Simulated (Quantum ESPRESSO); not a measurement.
# Band energies of Li2Pd

```xyz
3
Lattice="4.2051 0.0000 0.0000 -2.1026 3.6417 0.0000 0.0000 0.0000 2.6799" Properties=species:S:1:pos:R:3 pbc="T T T"
Li     0.0000     2.4278     1.3399
Li     2.1026     1.2139     1.3399
Pd     0.0000     0.0000     0.0000
```

PBEsol (pw.x of Quantum ESPRESSO, ONCV potentials, without SOC); path ΓMKΓALHA,LM,KH; energies in eV from the Fermi level.

```
k (1/Å)  point  band 8  band 9  band 10  band 11  band 12  band 13  band 14  band 15
-------  -----  ------  ------  -------  -------  -------  -------  -------  -------
0.00         Γ   -3.83   -3.04    -3.04    -1.08    -1.08     4.12     4.12     5.57
0.32             -3.74   -3.03    -2.85    -1.10    -1.08     1.96     2.56     6.71
0.65             -3.48   -2.69    -2.41    -1.15    -1.09    -0.52     1.10     7.04
0.86         M   -3.43   -2.25    -1.88    -1.77    -1.16    -1.09     0.75     7.08
0.99             -3.39   -2.35    -1.92    -1.63    -1.16    -1.10     0.62     7.27
1.36         K   -2.80   -2.80    -2.37    -1.13    -1.13    -0.61    -0.61     8.74
1.80             -3.50   -3.03    -2.46    -1.13    -1.10     0.26     1.25     7.70
2.14             -3.79   -3.04    -2.94    -1.09    -1.08     2.82     3.13     6.53
2.36         Γ   -3.83   -3.04    -3.04    -1.08    -1.08     4.12     4.12     5.57
2.46             -3.79   -3.02    -3.02    -1.15    -1.15     4.23     4.23     5.58
2.78             -3.21   -2.80    -2.80    -1.93    -1.93     5.54     5.54     5.79
3.21             -3.02   -3.02    -2.32    -2.32    -1.04     3.87     6.39     6.39
3.53         A   -3.31   -3.25    -2.15    -2.15     0.76     1.83     6.68     6.68
3.85             -3.38   -2.89    -2.21    -2.05     0.95     1.68     6.46     6.74
4.18             -3.48   -2.58    -1.87    -1.63     1.09     1.27     4.42     6.87
4.39         L   -3.51   -2.60    -1.81    -1.14     0.68     1.34     3.96     6.91
4.64             -3.55   -2.46    -1.97    -1.13     1.12     1.39     3.50     6.00
4.89         H   -3.61   -2.21    -2.21    -1.11     1.44     2.20     2.20     5.48
4.99             -3.59   -2.27    -2.15    -1.13     1.43     1.74     2.76     5.54
5.29             -3.49   -2.32    -2.31    -1.66     1.24     1.39     4.69     6.40
5.59             -3.37   -2.94    -2.22    -2.06     0.93     1.71     6.67     6.73
5.89         A   -3.31   -3.25    -2.15    -2.15     0.76     1.83     6.68     6.68
5.89         L   -3.51   -2.60    -1.81    -1.14     0.68     1.34     3.96     6.91
6.18             -3.28   -2.74    -1.88    -1.40    -0.15     0.44     4.91     5.49
6.47             -2.95   -2.62    -2.52    -2.04    -1.39    -0.09     3.00     6.90
6.77             -3.28   -2.27    -2.19    -1.76    -1.71    -0.71     1.52     7.07
7.06         M   -3.43   -2.25    -1.88    -1.77    -1.16    -1.09     0.75     7.08
7.06         K   -2.80   -2.80    -2.37    -1.13    -1.13    -0.61    -0.61     8.74
7.33             -2.77   -2.77    -2.21    -1.74    -1.74     0.02     0.02     8.92
7.60             -2.88   -2.79    -2.28    -2.28    -1.73     0.85     0.85     9.26
7.87             -3.32   -2.28    -2.28    -1.57    -0.53     1.64     1.64     7.83
8.23         H   -3.61   -2.21    -2.21    -1.11     1.44     2.20     2.20     5.48
```

A metal at this level: along this path bands 12, 13, 14 cross the Fermi level.

Spin-orbit splittings are left out.

Geometry of the Materials Project entry, not relaxed at this level.
